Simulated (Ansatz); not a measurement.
Input for Ansatz (plane-wave DFT), WI₂O₂:

```yaml
crystal:
  lattice:
    - [-1.8742, 1.95245, 8.31415]
    - [1.8742, -1.95245, 8.31415]
    - [1.8742, 1.95245, -8.31415]
  atoms:
    - { symbol: W, position: [0.0, 0.0, 0.0] }
    - { symbol: I, position: [0.16072, 0.16072, 0.0] }
    - { symbol: I, position: [0.83928, 0.83928, 0.0] }
    - { symbol: O, position: [0.5, 0.0, 0.5] }
    - { symbol: O, position: [0.0, 0.5, 0.5] }
basis:
  ecutwfc: 420
kpoints:
  mp_grid: { kspacing: 1.0 }
hamiltonian:
  xc: pbe
scf:
  occupations: { method: gaussian, width: 0.1 }
output:
  forces: true
  stress: true
  eigenvalues: true
```

Command:

```bash
ansatz run input.yaml --threads 1 --pin off --max-ram 1331MiB --backend cpu --events-out ev --progress --plain --runs-dir out
```

From the log (HF is the Harris–Foulkes energy, dr2 the density residual in eV):

```text
basis.fft_grid_basis auto: the FFT boxes are laid along the combinations [[1, 0, 1], [0, 1, 1], [0, 0, 1]] of the cell's own vectors, 3.905, 3.748 and 8.744 Å long. The dense box has 27×27×60 points. Along the cell's own vectors, as sized, it would have 60×60×60, 4.94 times as many. Of the 8 symmetry operations that the crystal satisfies within crystal.symmetry.tolerance (time reversal apart …
Pseudopotential: W, paw, valence charge 14, recommended cutoff 420 eV (normal)
Pseudopotential: I, paw, valence charge 17, recommended cutoff 420 eV (normal)
Pseudopotential: O, paw, valence charge 6, recommended cutoff 420 eV (normal)
Crystal: 5 atoms, lattice volume = 121.695 Å³
Basis set: ecut = 420 eV, 2383 PW (Γ), FFT grids on a1+a3, a2+a3, a3, exchange–correlation on 54×54×120 points (8 copies of the dense FFT grid, shifted against one another)
Bands: 36, of which v1, the nominal top of the filled ones, is band 30 counted from 1 (29 counted from 0)
Symmetry: 8 space group operations
Space group: Immm (ITA 71), of the structure as read, at distance tolerance 5.0e-5 Å
k-points: 8 of 27
Initial density: superposition of atomic densities, corrected by the library's trained network
SCF iter   1: HF=-26546.825234 eV  Δρ=6.64e-3  dr2=1.74e-1
SCF iter   2: HF=-26547.159077 eV  Δρ=2.52e-2  dr2=2.68e0  recentre
SCF iter   3: HF=-26546.805602 eV  Δρ=1.38e-3  dr2=2.30e-3
SCF iter   4: HF=-26546.805860 eV  Δρ=1.13e-3  dr2=4.53e-3
   ...
SCF iter   9: HF=-26546.805491 eV  Δρ=3.50e-5  dr2=4.48e-6  recentre
SCF iter  10: HF=-26546.805491 eV  Δρ=6.33e-6  dr2=1.62e-7
SCF iter  11: F=-26546.805491 eV  HF=-26546.805491 eV  Δρ=1.64e-6  dr2=6.21e-9
SCF 1 converged in 11 iterations: F = -26546.805491 eV  dr2 = 6.21e-9
SCF converged after 11 iterations
Free energy (F): -26546.805491 eV
E sigma→0 (E₀):  -26546.797657 eV
Entropy (-TS):   -0.015668 eV (-3.134 meV/atom)
Fermi energy:    6.995984 eV
--- Forces (eV/Å), atoms counted from 1 ---
  atom   1  W      0.00000000     0.00000000    -0.00000000
  atom   2  I      0.00000000     0.00000000     0.41171104
  atom   3  I      0.00000000     0.00000000    -0.41171104
  atom   4  O      0.00000000     0.00000000    -0.00000000
  atom   5  O      0.00000000     0.00000000     0.00000000
--- Stress (GPa, compression-positive) ---
        4.553478       0.000000       0.000000
        0.000000      -5.329829       0.000000
        0.000000       0.000000       5.463320
  P = ⅓ Tr σ = 1.5623 GPa (15.623 kbar)
```

Settings here are deliberately varied, not converged.